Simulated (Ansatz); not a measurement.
Level of theory: Ansatz, DFT PBE, scalar-relativistic, plane waves, PAW. Settings of the last relaxation (12-atom cell): 420 eV, 12×12×4 k points, Gaussian smearing of 0.10 eV, no spin polarisation.

Formation energies are uncorrected and count from the elements' standard states at the same level.

Question: Suggest a trial structure for a tetragonal metal that holds N and 3 more elements, with a formation energy near −1.59 eV/atom and about 14 Å³ per atom, in a cell of 12 atoms. Its symmetry should be P4/nmm (No. 129).

Answer: Lu₂SiNF₂, space group P4/nmm (No. 129). Around Lu on its first site lie 1 N at 2.11 Å, 5 F at 2.64–2.69 Å and 4 Si at 2.95 Å; Si has 1 N at 1.74 Å, 4 N at 2.37 Å and 4 Lu at 2.95 Å; N has 1 Si at 1.74 Å and 1 Lu at 2.11 Å; around F on its first site lie 1 Lu at 2.26 Å, 4 Lu at 2.69 Å and 4 F at 2.70 Å; 2 more sites not described.

```yaml
crystal:
  lattice:
    - [3.32451, 0.00000, 0.00000]
    - [0.00000, 3.32451, 0.00000]
    - [0.00000, 0.00000, 15.32482]
  atoms:
    - { symbol: Lu, position: [0.00000, 0.50000, 0.68385] }
    - { symbol: Lu, position: [0.50000, 0.00000, 0.91703] }
    - { symbol: Lu, position: [0.00000, 0.50000, 0.08297] }
    - { symbol: Lu, position: [0.50000, 0.00000, 0.31615] }
    - { symbol: Si, position: [0.00000, 0.50000, 0.43233] }
    - { symbol: Si, position: [0.50000, 0.00000, 0.56767] }
    - { symbol: N, position: [0.50000, 0.00000, 0.45394] }
    - { symbol: N, position: [0.00000, 0.50000, 0.54606] }
    - { symbol: F, position: [0.50000, 0.00000, 0.76961] }
    - { symbol: F, position: [0.00000, 0.50000, 0.85584] }
    - { symbol: F, position: [0.50000, 0.00000, 0.14416] }
    - { symbol: F, position: [0.00000, 0.50000, 0.23039] }
```

* Volume per atom: 14.11 Å³
* Density: 8.43 g/cm³
* Formation energy: −1.59 eV/atom
* Gap on the 12×12×4 mesh of the 12-atom cell: 0 eV (a metal)

The structure comes from a generated guess, relaxed at this level; another structure or a mixture of phases may lie lower. Other answers may fit too; this one was computed.

A structure relaxed within its symmetry needn't be a true minimum.
